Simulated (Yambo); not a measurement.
# Bethe-Salpeter results for K$_{2}$TiF$_{6}$

```
K2TiF6
1.0
    5.68506     0.00000     0.00000
   -2.84253     4.92341     0.00000
    0.00000     0.00000     4.59016
F K Ti
6 2 1
Direct
  0.31684   0.15842   0.77230
  0.68316   0.84158   0.22770
  0.84158   0.15842   0.77230
  0.15842   0.84158   0.22770
  0.84158   0.68316   0.77230
  0.15842   0.31684   0.22770
  0.33333   0.66667   0.69779
  0.66667   0.33333   0.30221
  0.00000   0.00000   0.00000
```

The geometry is that of Materials Project entry mp-3970, symmetrised and not relaxed again.

BSE in Yambo on norm-conserving PBEsol (Quantum ESPRESSO, 84 Ry, no spin-orbit coupling) bands: 3×3×4 mesh, 18 valence and 11 conduction bands, static screening with 82 bands and a 3 Ry block, scissor 4.53 eV, Tamm-Dancoff; field along x.

| state | energy (eV) | states within 2 meV | relative strength | class | main transitions |
|---|---|---|---|---|---|
| 1 | 5.98 | 1 | < 0.01 | dark | several band pairs |
| 2 | 6.07 | 2 | < 0.01 | dark | several band pairs |
| 3 | 6.11 | 1 | < 0.01 | dark | several band pairs |
| 4 | 6.15 | 1 | < 0.01 | dark | several band pairs |
| 5 | 6.18 | 2 | < 0.01 | dark | several band pairs |
| 6 | 6.31 | 2 | 0.01 | dark | several band pairs |

These are vertical excitations (zero momentum). The direct quasiparticle gap on this mesh is 9.51 eV; counted from there, state 1 is bound by 3.54 eV. Convergence with the mesh was not shown.

Spin singlets only. Strengths are relative to the strongest of the lowest states of this run; strong means a line over 3 % of the spectrum's maximum, dark under 0.03 %. Absolute energies carry the error of the G0W0 scissor, whose convergence isn't established; the long-wavelength screening was taken along (1,1,1) although the crystal is anisotropic.
